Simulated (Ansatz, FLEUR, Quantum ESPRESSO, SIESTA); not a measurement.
**SnSe: 7 runs at one level of theory**

```
CELL_PARAMETERS angstrom
0.00000 3.01000 3.01000
3.01000 0.00000 3.01000
3.01000 3.01000 0.00000
ATOMIC_POSITIONS crystal
Sn 0.00000 0.00000 0.00000
Se 0.50000 0.50000 0.50000
```

Measurements of this composition are mostly on another form, of space group No. 62.

Alike in all runs: task equation of state; functional PBEsol; k mesh 8 × 8 × 8; occupations fermi-dirac, width 0.05 eV; no spin polarisation; no spin-orbit coupling.

```tsv
program and potentials	plane-wave cutoff (eV)	notes	equilibrium volume (Å³/atom)	bulk modulus (GPa)
Ansatz, PseudoDojo stringent	1415	potentials made for PBE	26.30	56.0
Ansatz, Ansatz PAW	420	potentials made for PBE, which Ansatz adapts in part	26.27	56.2
Ansatz, PseudoDojo standard	1170	potentials made for PBE	26.25	56.4
Ansatz, Ansatz PAW (files of its older set among them)	640	potentials made for PBE, which Ansatz adapts in part	26.27	56.2
FLEUR, all-electron, FLAPW	-	-	26.28	56.0
SIESTA, files PseudoDojo sr-pbesol-0.4.1-standard, DZP (energy shift 0.003 Ry; two zetas on semicore shells)	-	atomic basis	27.14	57.4
Quantum ESPRESSO, PseudoDojo 0.4.1 SR PBEsol standard	1170	-	26.28	56.3
```

The equilibrium volume spans 26.25 (Ansatz, PseudoDojo standard) to 27.14 Å³/atom (SIESTA, files PseudoDojo sr-pbesol-0.4.1-standard, DZP (energy shift 0.003 Ry; two zetas on semicore shells)), with all-electron results at 26.28. The bulk modulus spans 56.0 (FLEUR, all-electron, FLAPW) to 57.4 GPa (SIESTA, files PseudoDojo sr-pbesol-0.4.1-standard, DZP (energy shift 0.003 Ry; two zetas on semicore shells)), with all-electron results at 56.0. Rows in atomic bases carry the error of their basis and grid, which can be large.

The functional is the same throughout but for its coding, so the spread measures potentials, basis and numerics; runs on potential files found faulty are left out.
